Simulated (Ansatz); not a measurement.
ZrGeO$_{3}$ in space group P4mm (No. 99; Zr on 1b, Ge on 1a, O on 2c, O on 1b), DFT-PBEsol in the program Ansatz with PAW potentials. The conduction-band minimum lies at Z, with 1 equivalent valley. Second derivatives d²E/dk² of the lowest band at one valley (eV·Å²), along Cartesian directions:

```json
[
 {"direction": "[100]", "d²E/dk²": "13.44"},
 {"direction": "[010]", "d²E/dk²": "13.44"},
 {"direction": "[001]", "d²E/dk²": "15.28"},
 {"direction": "[110]", "d²E/dk²": "13.44"},
 {"direction": "[101]", "d²E/dk²": "14.36"},
 {"direction": "[011]", "d²E/dk²": "14.36"}
]
```

Task: Find the principal effective masses, the density-of-states mass and the conductivity mass.

Result: Off-diagonal terms follow from H_xy = H[110] − (H_xx + H_yy)/2, and m*/mₑ = 7.620 eV·Å² over each eigenvalue: 0.50, 0.57, 0.57. One valley's DOS mass (m₁m₂m₃)^(1/3) = 0.54, conductivity mass 3/(Σ 1/mᵢ) = 0.54 mₑ.

Task: What effective density of states Nc follows at 300 K for parabolic valleys?

Result: Nc = 2.509e19 × 1 × (0.54)^(3/2) ≈ 1.0e19 cm⁻³.

The start of the workflow was typed in or built on a structure type; neither database checked (COD, Materials Project) lists it. Its standing as an ambient phase is unchecked. The PBEsol relaxation kept the symmetry of its start. At this level the phase is dynamically unstable (imaginary phonons). The run is not spin-polarised. Scalar-relativistic: spin–orbit coupling is off unless named, which matters more the heavier the elements.

Potentials: the earlier of the program's two PAW sets. The files were generated under PBE; for other functionals the program regenerates the frozen cores, and for LDA and PBEsol the local potential too.

Edges and masses are those of Kohn–Sham bands, whose gap is no quasiparticle gap.
